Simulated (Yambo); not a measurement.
Yambo run on SrO2 (space group Pnma, No. 62). The wavefunctions come from this Quantum ESPRESSO step (PBEsol, PseudoDojo standard norm-conserving files, scalar-relativistic):

```
&CONTROL
  calculation = 'nscf'
  pseudo_dir = './pseudo'
  outdir = './out'
/
&SYSTEM
  ibrav = 0
  nat = 12
  ntyp = 2
  ecutwfc = 84.0
  ecutrho = 336.0
  occupations = 'fixed'
  force_symmorphic = .true.
  nbnd = 297
/
&ELECTRONS
  conv_thr = 1.2000000000000002e-08
  diago_full_acc = .true.
  diago_thr_init = 1e-08
/
ATOMIC_SPECIES
O 15.9990 O.upf
Sr 87.6200 Sr.upf
CELL_PARAMETERS angstrom
  8.511160000000   0.000000000000   0.000000000000
  0.000000000000   4.946970000000   0.000000000000
  0.000000000000   0.000000000000   4.724220000000
ATOMIC_POSITIONS crystal
O   0.644630000000   0.750000000000   0.534430000000
O   0.355370000000   0.250000000000   0.465570000000
O   0.855370000000   0.250000000000   0.034430000000
O   0.144630000000   0.750000000000   0.965570000000
O   0.604500000000   0.750000000000   0.222870000000
O   0.395500000000   0.250000000000   0.777130000000
O   0.895500000000   0.250000000000   0.722870000000
O   0.104500000000   0.750000000000   0.277130000000
Sr   0.853420000000   0.750000000000   0.890960000000
Sr   0.146580000000   0.250000000000   0.109040000000
Sr   0.646580000000   0.250000000000   0.390960000000
Sr   0.353420000000   0.750000000000   0.609040000000
K_POINTS automatic
1 2 2 0 0 0
```

Yambo input:

```
rim_cut
gw0
dyson
el_el_corr
HF_and_locXC
ppa
em1d
RandQpts= 1000000
RandGvec= 1 Ry
EXXRLvcs= 84 Ry
VXCRLvcs= 336 Ry
Chimod= "HARTREE"
% BndsRnXp
 1 | 296 |
%
NGsBlkXp= 7 Ry
% LongDrXp
 1.0 | 1.0 | 1.0 |
%
PPAPntXp= 27.2114 eV
% GbndRnge
 1 | 296 |
%
GTermKind= "BG"
DysSolver= "n"
ExtendOut
% QPkrange
 1 | 1 | 44 | 45 |
 2 | 2 | 44 | 45 |
 3 | 3 | 44 | 45 |
 4 | 4 | 44 | 45 |
%
```

k points by index: 1 = Γ, 2 = (0, 0, -0.5), 3 = (0, -0.5, 0), 4 = (0, -0.5, -0.5).

Table of the .qp output:

```
#    K-point    Band    Eo [eV]    E [eV]    E-Eo [eV]    Vxc [eV]    Vnlxc [eV]    Sc|Eo [eV]    Sc|E [eV]    dSc/dw|Eo [eV]    Re(Z)    Im(Z)
#
    1    44    -0.095304    -1.298938    -1.203634    -19.25899    -25.07072    4.297393    4.608103    -7.023610    0.794839    -0.001330
    1    45    3.915891    4.976882    1.060991    -11.22100    -6.373487    -3.596539    -3.786524    -4.871995    0.848144    -0.001217
    2    44    -0.048213    -1.234469    -1.186256    -19.32787    -25.09786    4.277624    4.583737    -7.021063    0.794898    -0.001319
    2    45    2.719907    4.221327    1.501421    -14.85435    -9.432849    -3.606197    -3.920076    -5.688313    0.827100    -0.001037
    3    44    0.000000    -1.158514    -1.158514    -19.50626    -25.27728    4.312339    4.612506    -7.049538    0.794238    -0.001299
    3    45    4.302212    6.101355    1.799143    -16.08879    -9.794801    -4.098930    -4.494843    -5.980788    0.819708    -0.009279
    4    44    -0.082836    -1.268701    -1.185866    -19.23157    -24.98346    4.260395    4.566017    -7.012115    0.795106    -0.001324
    4    45    3.158323    4.904322    1.745999    -16.29431    -10.37220    -3.785985    -4.176107    -6.079698    0.817376    -0.001081
```
(The two width columns are left out.) Convergence of these settings isn't established.

Geometry of the Materials Project entry, not relaxed at this level.

The structure is a Materials Project entry; no match was found in the copy of COD used, and its stability was not checked.
